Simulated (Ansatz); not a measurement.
V2O3:
```cif
data_O6V4
_chemical_formula_sum 'O6 V4'
_space_group_name_H-M_alt 'P 1'
_space_group_IT_number 1
_cell_length_a 5.48811
_cell_length_b 5.48811
_cell_length_c 5.48811
_cell_angle_alpha 51.576
_cell_angle_beta 51.576
_cell_angle_gamma 51.576
loop_
_space_group_symop_operation_xyz
  'x, y, z'
loop_
_atom_site_label
_atom_site_type_symbol
_atom_site_fract_x
_atom_site_fract_y
_atom_site_fract_z
_atom_site_occupancy
O1 O 0.07566 0.42434 0.75000 1
O2 O 0.75000 0.07566 0.42434 1
O3 O 0.42434 0.75000 0.07566 1
O4 O 0.92434 0.57566 0.25000 1
O5 O 0.25000 0.92434 0.57566 1
O6 O 0.57566 0.25000 0.92434 1
V1 V 0.83970 0.83970 0.83970 1
V2 V 0.66030 0.66030 0.66030 1
V3 V 0.16030 0.16030 0.16030 1
V4 V 0.33970 0.33970 0.33970 1
```
The run is spin-polarised; directions of the spins, atom by atom: 0 0 0 0 0 0 ↑ ↑ ↑ ↑.

Relaxed with PBEsol.

### Question
Which orbitals make up the states near the Fermi level in PBEsol in the plane-wave PAW code Ansatz?

### Answer
Within 0.5 eV of the Fermi level: V 3d 88 %, O 2p 10 %. Projections are on Löwdin-orthogonalised atomic valence shells; empty p or d shells of many metals are not among them.

### Question
Tabulate the density of states.

### Answer
States/eV per cell of 10 atoms, in 0.25 eV bins, energy from the Fermi level.

| E (eV) | total | V 3d | O 2p | O 2s |
|---|---|---|---|---|
| -7.85 | 8.94 | 1.79 | 6.47 | 0.06 |
| -7.60 | 8.75 | 1.67 | 6.47 | 0.07 |
| -7.35 | 8.35 | 1.66 | 6.26 | 0.06 |
| -7.10 | 8.17 | 1.71 | 6.11 | 0.05 |
| -6.85 | 7.85 | 1.82 | 5.74 | 0.05 |
| -6.60 | 10.04 | 2.35 | 7.36 | 0.06 |
| -6.35 | 10.42 | 2.34 | 7.78 | 0.06 |
| -6.10 | 7.53 | 1.52 | 5.77 | 0.05 |
| -5.85 | 7.21 | 1.23 | 5.70 | 0.06 |
| -5.60 | 7.05 | 1.08 | 5.70 | 0.06 |
| -5.35 | 7.92 | 1.19 | 6.48 | 0.05 |
| -5.10 | 7.91 | 1.02 | 6.65 | 0.04 |
| -4.85 | 6.32 | 0.74 | 5.39 | 0.04 |
| -4.60 | 6.96 | 0.77 | 5.99 | 0.05 |
| -4.35 | 7.50 | 0.82 | 6.51 | 0.05 |
| -4.10 | 6.28 | 0.63 | 5.53 | 0.03 |
| -3.85 | 9.01 | 0.71 | 8.14 | 0.02 |
| -3.60 | 1.31 | 0.07 | 1.22 | 0.00 |
| -3.35 | 0.13 | 0.00 | 0.13 | 0.00 |
| -3.10 | 0.00 | 0.00 | 0.00 | 0.00 |
| -2.85 | 0.00 | 0.00 | 0.00 | 0.00 |
| -2.60 | 0.00 | 0.00 | 0.00 | 0.00 |
| -2.35 | 0.00 | 0.00 | 0.00 | 0.00 |
| -2.10 | 0.00 | 0.00 | 0.00 | 0.00 |
| -1.85 | 0.08 | 0.08 | 0.00 | 0.00 |
| -1.60 | 3.04 | 2.75 | 0.25 | 0.01 |
| -1.35 | 2.47 | 2.17 | 0.26 | 0.01 |
| -1.10 | 1.77 | 1.57 | 0.17 | 0.01 |
| -0.85 | 7.24 | 6.44 | 0.68 | 0.02 |
| -0.60 | 8.44 | 7.40 | 0.91 | 0.02 |
| -0.35 | 5.66 | 4.89 | 0.69 | 0.02 |
| -0.10 | 3.45 | 3.06 | 0.34 | 0.02 |
| 0.15 | 2.91 | 2.58 | 0.27 | 0.01 |
| 0.40 | 12.47 | 11.08 | 1.20 | 0.05 |
| 0.65 | 11.47 | 10.00 | 1.28 | 0.05 |
| 0.90 | 6.32 | 5.52 | 0.68 | 0.04 |
| 1.15 | 5.34 | 4.80 | 0.46 | 0.03 |
| 1.40 | 5.91 | 5.25 | 0.55 | 0.04 |
| 1.65 | 9.55 | 8.49 | 0.91 | 0.05 |
| 1.90 | 10.20 | 8.75 | 1.04 | 0.27 |
| 2.15 | 7.01 | 5.65 | 0.91 | 0.31 |
| 2.40 | 4.80 | 3.57 | 0.79 | 0.31 |
| 2.65 | 7.94 | 6.05 | 1.20 | 0.49 |
| 2.90 | 7.14 | 5.30 | 1.29 | 0.39 |
| 3.15 | 7.35 | 5.27 | 1.51 | 0.38 |
| 3.40 | 6.53 | 4.57 | 1.55 | 0.25 |
| 3.65 | 7.92 | 5.42 | 2.09 | 0.23 |
| 3.90 | 5.40 | 3.67 | 1.49 | 0.12 |
| 4.15 | 5.48 | 3.71 | 1.55 | 0.08 |
| 4.40 | 2.47 | 1.68 | 0.70 | 0.03 |
| 4.65 | 1.63 | 1.08 | 0.47 | 0.02 |

Space group R-3c (corundum). The cell was relaxed with PBEsol under the symmetry of its start. Spin order of the final state: ferromagnetic, chosen from 5 collinear starts compared on coarse meshes (ties went to the first, and starts can fall back to one state), not a proven ground state. No Hubbard U is applied. The compound may be a true metal, but semilocal functionals without U, or a wrong spin order, can also close a gap.

Potentials: the earlier of the program's two PAW sets. The files were generated under PBE; for other functionals the program regenerates the frozen cores, and for LDA and PBEsol the local potential too.
